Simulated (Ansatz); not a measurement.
# ZnO (wurtzite): energy over volume and axial ratio

ZnO (wurtzite)

```
CELL_PARAMETERS angstrom
      3.27946     0.00000     0.00000
     -1.63973     2.84010     0.00000
      0.00000     0.00000     5.29382
ATOMIC_POSITIONS crystal
  Zn 0.33333 0.66667 0.99787
  Zn 0.66667 0.33333 0.49787
  O  0.33333 0.66667 0.37693
  O  0.66667 0.33333 0.87693
```

The relaxed cell is deformed in two ways at once: its volume V is scaled, and at that volume it is stretched along z (the c axis of the conventional cell) so that c/a changes. Fractional atomic positions are held.

Calculation: PBE (plane waves to 420 eV, PAW, scalar-relativistic; Ansatz, a program for electronic structure). k mesh 12×12×6 (Γ-centred), Fermi-Dirac smearing 0.05 eV. The energy includes the smearing's −TS. Compression counts positive. As the atoms are clamped, bonds stretch with the cell, which overstates energies and stresses. ZnO was relaxed with its symmetry unable to fall. ΔE is measured from the relaxed starting cell.

ΔE (meV/atom), with V/V₀ across and (c/a)/(c/a)₀ down:

```tsv
(c/a)/(c/a)₀ \ V/V₀	0.960	0.973	0.987	1.000	1.013	1.027	1.040
0.920	50.5	44.2	40.0	37.8	37.3	38.5	41.3
0.947	26.2	20.8	17.4	15.9	16.3	18.3	21.8
0.973	12.7	7.7	4.8	3.8	4.6	7.0	10.9
1.000	8.5	3.7	0.9	0.0	0.9	3.4	7.4
1.027	12.5	7.5	4.5	3.5	4.2	6.5	10.4
1.053	23.5	18.1	14.7	13.3	13.6	15.6	19.1
1.080	40.8	34.7	30.7	28.6	28.4	29.8	32.8
```

σzz − σxx (GPa), with V/V₀ across and (c/a)/(c/a)₀ down:

```
(c/a)/(c/a)₀ \ V/V₀  0.960  0.973  0.987  1.000  1.013  1.027  1.040
-------------------  -----  -----  -----  -----  -----  -----  -----
0.920                 21.2   20.1   19.2   18.2   17.3   16.5   15.7
0.947                 13.5   12.8   12.2   11.6   11.0   10.5   10.0
0.973                  6.4    6.1    5.8    5.5    5.3    5.0    4.8
1.000                 -0.1    0.0    0.0    0.0    0.0    0.0    0.0
1.027                 -6.0   -5.7   -5.4   -5.1   -4.8   -4.6   -4.3
1.053                -11.4  -10.9  -10.3   -9.8   -9.3   -8.8   -8.4
1.080                -16.5  -15.6  -14.9  -14.1  -13.4  -12.7  -12.1
```

Key numbers:

| Property | Result |
|---|---|
| Modulus against c/a change at fixed volume, (3/4V)·∂²E/∂(ln c/a)² (fit, atoms clamped) | 99 GPa, an upper bound as the atoms could relax |
| Lowest place on the grid | V/V₀ = 1.000, (c/a)/(c/a)₀ = 1.000 (0.0 meV/atom) |
| Highest place on the grid | V/V₀ = 0.960, (c/a)/(c/a)₀ = 0.920 (50.5 meV/atom) |

(A scan under strain: stresses follow from slopes of the energy per volume, elastic moduli from its curvatures.)
